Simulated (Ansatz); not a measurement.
CuLaTe2 as one 4-atom ordering (R-3m) on the rocksalt lattice, relaxed with r2SCAN in Ansatz 0.2.0. Space group R-3m (No. 166), trigonal; a = 4.476 Å, c = 20.249 Å in the conventional setting, 29.27 Å³ an atom. Cu is surrounded by 6 Te at 2.97 Å; La is surrounded by 6 Te at 3.21 Å; Te is surrounded by 3 Cu at 2.97 Å and 3 La at 3.21 Å.

The axes x, y and z are those of this cell:
```yaml
crystal:
  lattice:
    - [2.23787, 1.29204, 6.74954]
    - [-2.23787, 1.29204, 6.74954]
    - [0.00000, -2.58407, 6.74954]
  atoms:
    - { symbol: Cu, position: [0.00000, 0.00000, 0.00000] }
    - { symbol: La, position: [0.50000, 0.50000, 0.50000] }
    - { symbol: Te, position: [0.26089, 0.26089, 0.26089] }
    - { symbol: Te, position: [0.73911, 0.73911, 0.73911] }
```

Unstrained: With PBE the valence top lies at k = (0.279, -1/2, -0.279) and the conduction bottom at F, 0.783 eV higher; the smallest vertical gap, at k = (0.577, 0, 0.423), is 1.235 eV. With r2SCAN the valence top lies at k = (0.279, -1/2, -0.279) and the conduction bottom at F, 1.008 eV higher; the smallest vertical gap, at F, is 1.458 eV. The HSE06 gap is indirect, 1.328 eV (Γ to F), below the direct gap of 2.050 eV at k = (0.577, 0, 0.423). Meshes: PBE 6×6×6, r2SCAN 6×6×6, HSE06 4×4×4. Strains are changes of length per length. After each strain the atoms were relaxed again with r2SCAN within the symmetry that the strain leaves, so tilts or polar shifts that break it weren't tested; points keep the names that they have in the unstrained zone. Simulation only: spin-unpolarised, and no claim that this is the phase found in nature.

Q: Estimate what biaxial +5.99 % in x and y, z held does to the gap.

A: PBE: the gap goes from 0.783 to 1.138 eV (+0.355 eV); the edges go from (0.279, -1/2, -0.279) → F to (-0.021, 0.148, 0.148) → F. r2SCAN: the gap goes from 1.008 to 1.375 eV (+0.367 eV); the edges go from (0.279, -1/2, -0.279) → F to (-0.021, 0.148, 0.148) → F. The r2SCAN energy rises by 64.8 meV an atom.

No spin-orbit coupling is included; it can move band edges with weight on the heavy atoms by tenths of an eV.

Where an edge lies off the special points, it is a point of the mesh or the k point where a search put PBE's edge or least direct gap, reused for the other functionals, whose own edges may lie a little apart.

Coordinates of k points refer to the reciprocal vectors of the primitive cell of the runs.
